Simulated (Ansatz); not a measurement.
Data:

BN:
```
BN
1.0
    0.00000     3.27906     2.15279
    1.24483     0.00000     2.15279
    1.24483     3.27906     0.00000
B N
1 1
Cartesian
  1.24483   3.27906   0.00055
  1.24483   3.27906   2.86998
```

This is the LDA-relaxed structure. Tensor components refer to the Cartesian frame of this cell.

Problem. All from LDA in the plane-wave PAW code Ansatz, unless another level is named. Give the piezoelectric stress constants (proper, relaxed ions, C/m²).

Solution. e15 = e31 = -0.35, e24 = -0.08, e32 = -0.04, e33 = 0.37.

Problem. Next, the highest zone-centre frequency (without LO–TO term)?

Solution. 1389 cm⁻¹.

Problem. What about the bulk modulus (Birch–Murnaghan fit)?

Solution. 26.8 GPa.

Space group Fmm2. The first step of the workflow began from a Materials Project structure, measured or hypothetical; the Crystallography Open Database copy checked does not list it. It is not the phase usual at ambient conditions (space group No. 186, 194, 216). Symmetry was held in the LDA relaxation. At this level the phase is mechanically unstable. A crystal of weakly bound layers computed without a dispersion correction: the cell and the soft elastic constants depend strongly on that.

Potentials: the earlier of the program's two PAW sets.
